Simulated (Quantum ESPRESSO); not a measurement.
Simulation results for AlInGa2P4 (made-up cell), Al3ZnAs3S (made-up cell)

Calculation on a made-up crystal cell, not a measurement: periodic Kohn-Sham density functional theory in plane waves with PseudoDojo standard norm-conserving scalar-relativistic pseudopotentials, each functional with its own files (v0.5 for PBE, v0.4.1 for LDA and PBEsol), no spin polarisation, no spin-orbit coupling, atoms not relaxed, stress positive in tension, energies less a fixed whole-eV offset for each atom's element; levels are Kohn-Sham levels at fractions of this cell's reciprocal vectors, counted from the reference band (half the neutral cell's valence electrons, rounded up) at Gamma; error bars cover cutoff and k-mesh only, not smearing or the files; added strain carries the atoms with the cell, and shear is the tensor component; each bar is the largest change over components, and at least 0.002 eV, 0.002 eV per angstrom or 0.02 GPa; energies are for the whole cell, and the offsets were chosen from early runs and are not element reference energies. Program: Quantum ESPRESSO 7.5.

Settings shared by all entries: lattice type zincblende/diamond; functional pbe; fermi dirac smearing 0.025 eV; scf tolerance 1e-07 eV; electrons removed 0; k mesh 4 x 4 x 4, shifted by half a step.

(1) AlInGa2P4 (made-up cell)

```
cell vectors (Å)
   5.7580     0.0000     0.0000
   0.0000     5.7580     0.0000
   0.0000     0.0000     5.7580
atoms (fractions of the cell vectors)
In -0.00410 -0.00028 -0.00132
Ga  0.00318  0.49623  0.50691
Ga  0.49314 -0.00995  0.51308
Al  0.49689  0.50474 -0.00356
P   0.25445  0.25052  0.24918
P   0.24832  0.75304  0.74434
P   0.75146  0.25663  0.75052
P   0.75038  0.74722  0.24972
```

| Quantity | Value |
| --- | --- |
| cutoff | 1088 eV |
| free energy less offsets | -1.726 eV |
| smearing term minus ts | 0 eV |
| scf iterations | 11 |
| pressure | -3.886 GPa |
| stress xx | 3.873 GPa |
| stress yy | 3.844 GPa |
| stress zz | 3.941 GPa |
| stress yz | 0.4377 GPa |
| stress xz | 0.3413 GPa |
| stress xy | -0.329 GPa |
| error bar energy | 0.007688 eV |
| error bar stress | 0.02 GPa |
| error bar force | 0.002 eV/Å |
| error bars from | tighter rerun of a related cell |

Atoms:
```tsv
atoms element	atom site	atom energy offset (eV)
In	1	-1808
Ga	2	-2080
Ga	3	-2080
Al	4	-64
P	5	-189
P	6	-189
P	7	-189
P	8	-189
```

Forces:
```tsv
site	x (eV/Å)	y (eV/Å)	z (eV/Å)
1	0.1189	0.2009	0.2612
2	-0.0605	0.02312	-0.5825
3	0.5354	0.5632	-0.7555
4	0.1609	-0.08978	0.2111
5	0.5563	0.5541	0.6642
6	0.4941	-0.9905	-0.06392
7	-0.9759	0.452	-0.5438
8	-0.8292	-0.713	0.8092
```

(2) AlInGa2P4 (made-up cell)

```
cell vectors (Å)
   5.7580     0.0000     0.0000
   0.0000     5.7580     0.0000
   0.0000     0.0000     5.7580
atoms (fractions of the cell vectors)
In -0.00410 -0.00028 -0.00132
Ga  0.00318  0.49623  0.50691
Ga  0.49314 -0.00995  0.52249
Al  0.49689  0.50474 -0.00356
P   0.25445  0.25052  0.24918
P   0.24832  0.75304  0.74434
P   0.75146  0.25663  0.75052
P   0.75038  0.74722  0.24972
```

| Item | Value |
| --- | --- |
| cutoff | 1088 eV |
| free energy less offsets | -1.675 eV |
| smearing term minus ts | 0 eV |
| scf iterations | 11 |
| pressure | -3.814 GPa |
| stress xx | 3.766 GPa |
| stress yy | 3.745 GPa |
| stress zz | 3.93 GPa |
| stress yz | 0.4927 GPa |
| stress xz | 0.4007 GPa |
| stress xy | -0.4562 GPa |
| error bar energy | 0.007688 eV |
| error bar stress | 0.02 GPa |
| error bar force | 0.002 eV/Å |
| error bars from | tighter rerun of a related cell |

Atoms:
```tsv
atoms element	atom site	atom energy offset (eV)
In	1	-1808
Ga	2	-2080
Ga	3	-2080
Al	4	-64
P	5	-189
P	6	-189
P	7	-189
P	8	-189
```

Forces:
```tsv
site	x (eV/Å)	y (eV/Å)	z (eV/Å)
1	0.1208	0.1996	0.331
2	-0.05969	0.02215	-0.7005
3	0.6121	0.6353	-1.134
4	0.1572	-0.08913	0.2791
5	0.5902	0.5204	0.738
6	0.3868	-1.092	0.06897
7	-0.9444	0.4851	-0.4657
8	-0.8631	-0.6813	0.8829
```

(3) AlInGa2P4 (made-up cell)

```
cell vectors (Å)
   5.7580     0.0000     0.0000
   0.0000     5.7580     0.0000
   0.0000     0.0000     5.7580
atoms (fractions of the cell vectors)
In -0.00410 -0.00028 -0.00132
Ga  0.00318  0.49623  0.50691
Ga  0.49314 -0.00995  0.52907
Al  0.49689  0.50474 -0.00356
P   0.25445  0.25052  0.24918
P   0.24832  0.75304  0.74434
P   0.75146  0.25663  0.75052
P   0.75038  0.74722  0.24972
```

| Item | Value |
| --- | --- |
| cutoff | 1088 eV |
| free energy less offsets | -1.627 eV |
| smearing term minus ts | 0 eV |
| scf iterations | 10 |
| pressure | -3.74 GPa |
| stress xx | 3.66 GPa |
| stress yy | 3.644 GPa |
| stress zz | 3.917 GPa |
| stress yz | 0.532 GPa |
| stress xz | 0.4432 GPa |
| stress xy | -0.5487 GPa |
| error bar energy | 0.007688 eV |
| error bar stress | 0.02 GPa |
| error bar force | 0.002 eV/Å |
| error bars from | tighter rerun of a related cell |

Atoms:
```tsv
atoms element	atom site	atom energy offset (eV)
In	1	-1808
Ga	2	-2080
Ga	3	-2080
Al	4	-64
P	5	-189
P	6	-189
P	7	-189
P	8	-189
```

Forces:
```tsv
site	x (eV/Å)	y (eV/Å)	z (eV/Å)
1	0.1221	0.1991	0.3783
2	-0.05914	0.0213	-0.7819
3	0.6702	0.6897	-1.393
4	0.1546	-0.08899	0.3266
5	0.6101	0.5014	0.7846
6	0.304	-1.171	0.1644
7	-0.9192	0.5117	-0.4088
8	-0.8827	-0.6633	0.9296
```

(4) Al3ZnAs3S (made-up cell)

```
cell vectors (Å)
   5.7694     0.0000     0.0000
   0.0000     5.7694     0.0000
   0.0000     0.0000     5.7694
atoms (fractions of the cell vectors)
Zn -0.00577 -0.00095  0.00149
Al -0.00423  0.48906  0.48554
Al  0.51411  0.00881  0.48428
Al  0.51300  0.50274  0.01893
S   0.26441  0.25304  0.24999
As  0.24562  0.74469  0.75412
As  0.75427  0.24339  0.74379
As  0.75231  0.74446  0.24812
```

| Quantity | Value |
| --- | --- |
| cutoff | 1143 eV |
| free energy less offsets | 2.548 eV |
| smearing term minus ts | 0 eV |
| scf iterations | 11 |
| pressure | -3.048 GPa |
| stress xx | 2.802 GPa |
| stress yy | 2.908 GPa |
| stress zz | 3.434 GPa |
| stress yz | -0.4347 GPa |
| stress xz | -0.7396 GPa |
| stress xy | -0.404 GPa |
| reference band | 40 |
| error bar energy | 0.00674 eV |
| error bar stress | 0.02 GPa |
| error bar force | 0.00236 eV/Å |
| error bar next band up | 0.002 eV |
| error bars from | tighter rerun of this cell |

Atoms:
```tsv
atoms element	atom site	atom energy offset (eV)
Zn	1	-5687
Al	2	-64
Al	3	-64
Al	4	-64
S	5	-302
As	6	-2887
As	7	-2887
As	8	-2887
```

Forces:
```tsv
site	x (eV/Å)	y (eV/Å)	z (eV/Å)
1	0.1789	-0.3536	-0.5335
2	0.5536	0.3706	0.9667
3	-0.7589	-0.7236	0.981
4	-0.7254	-0.2298	-1.547
5	-0.08935	0.008458	0.01921
6	0.4311	0.05992	-0.3915
7	-0.05573	0.366	0.3096
8	0.4658	0.5021	0.1953
```

Levels:
```tsv
level k point	next band up (eV)
Gamma	0.4547
(1/2,1/2,1/2)	0.894
(0.15,0,0)	0.8835
(0,0.15,0)	0.9457
(0,0,0.15)	0.9433
```
